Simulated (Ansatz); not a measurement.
Method: PBE, scalar-relativistic; no spin polarisation; PAW, 420 eV, 12×12×4 k-mesh, Gaussian smearing of 0.05 eV; code Ansatz; PAW files: Ansatz's generated set soft_2.

A compound XSb2 has these computed properties.

```
Space group                                           : P-3m1 (No. 164)
Conventional cell                                     : a = 3.283 Å, b = 3.283 Å, c = 8.862 Å, α = 90.00°, β = 90.00°, γ = 120.00°
Volume                                                : 27.58 Å³/atom
Band gap                                              : zero (metallic)
Density of states at the Fermi level                  : 0.64 states/(eV·atom)
Bader charges                                         : X -0.24; Sb 0.12 e
Formation energy from the elements (0 K, uncorrected) : 0.38 eV/atom (unstable against the elements)
```

Sites: X on 1a, Sb on 2d.

Q: Which element is X?
A. Ta
B. Re
C. Os
D. Ir

A: B. X is Re, so the compound is ReSb2.

The cell came from substitution into a structure type; no database entry of this phase was matched, which doesn't show that none exists.

These numbers lack spin–orbit coupling. The cell is a metal with an odd number of electrons, and spin polarisation wasn't tried. The structure is built of weakly bound layers, and this functional has no dispersion term, so their spacing and all that hangs on it (volume, the soft elastic constants, low modes, dielectric constants) are poorly given.
